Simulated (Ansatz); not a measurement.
Relaxation of YPb₃

Computed with DFT r2SCAN, scalar-relativistic, plane waves, PAW in Ansatz. Run with 500 eV cutoff, 12×12×12 k-mesh, Gaussian smearing of 0.10 eV, no spin polarisation.

What was changed: uniaxial strain along c, with a, b and atoms relaxed: +2.0 %.

Spin–orbit coupling is left out, which can shift energies with elements as heavy as these.

Command:

```bash
ansatz run input.yaml --threads 1 --pin off --max-ram 2560MiB --backend cpu --events-out ev --progress --plain --runs-dir out
```

Input:

```yaml
crystal:
  lattice:
    - [4.8367738597, 0.0, 0.0]
    - [0.0, 4.8367738597, 0.0]
    - [0.0, 0.0, 4.9583008411]
  atoms:
    - { symbol: "Y", position: [0.0, 0.0, 0.0] }
    - { symbol: Pb, position: [0.0, 0.5, 0.5] }
    - { symbol: Pb, position: [0.5, 0.0, 0.5] }
    - { symbol: Pb, position: [0.5, 0.5, 0.0] }
basis:
  ecutwfc: 500
kpoints:
  mp_grid: { grid: [12, 12, 12] }
hamiltonian:
  xc: r2scan
scf:
  occupations: { method: gaussian, width: 0.1 }
output:
  forces: true
  stress: true
  eigenvalues: true
relax:
  adjacent_minimum: "off"
  f_tol: 0.008
  max_steps: 40
  cell: { stress_tol: 0.015, fix: [c, angles] }
```

F is the free energy. Steps run on the plane waves of an earlier cell, but the last one, and at times one on the way, on a freshly chosen basis, so a repeated geometry can differ a little in energy. The held parts of the cell keep their stress, so P needn't end at zero.

Steps:

```json
{"step": "1", "F − F(1) (eV)": "0.0000", "largest force component (eV/Å)": "0.000", "V (Å³/atom)": "28.999", "P (GPa)": "-0.52"}
{"step": "2", "F − F(1) (eV)": "-0.0018", "largest force component (eV/Å)": "0.000", "V (Å³/atom)": "28.685", "P (GPa)": "0.07"}
{"step": "3", "F − F(1) (eV)": "-0.0018", "largest force component (eV/Å)": "0.000", "V (Å³/atom)": "28.730", "P (GPa)": "-0.02"}
{"step": "4", "F − F(1) (eV)": "-0.0018", "largest force component (eV/Å)": "0.000", "V (Å³/atom)": "28.730", "P (GPa)": "-0.02"}
```

Relaxed structure:

```yaml
crystal:
  lattice:
    - [4.81432, 0.00000, 0.00000]
    - [0.00000, 4.81432, 0.00000]
    - [0.00000, 0.00000, 4.95830]
  atoms:
    - { symbol: Y, position: [0.00000, 0.00000, 0.00000] }
    - { symbol: Pb, position: [0.00000, 0.50000, 0.50000] }
    - { symbol: Pb, position: [0.50000, 0.00000, 0.50000] }
    - { symbol: Pb, position: [0.50000, 0.50000, 0.00000] }
```

It takes space group P4/mmm (No. 123, tetragonal). Conventional cell: a = 4.814 Å, b = 4.814 Å, c = 4.958 Å, α = 90.00°, β = 90.00°, γ = 90.00°. Around Y (site symmetry 4/mmm) lie 12 Pb at 3.40 to 3.46 Å. Around Pb (site symmetry mmm) lie 8 Pb at 3.40 to 3.46 Å and 4 Y at 3.46 Å. Pb (site symmetry 4/mmm) is surrounded by 4 Y at 3.40 Å and 8 Pb at 3.46 Å.

The run converged. The run took 4.9 min on 1 thread of Intel(R) Xeon(R) Platinum 8259CL CPU @ 2.50GHz (Skylake/Cascade Lake) (shared host), peak memory 1.1 GiB.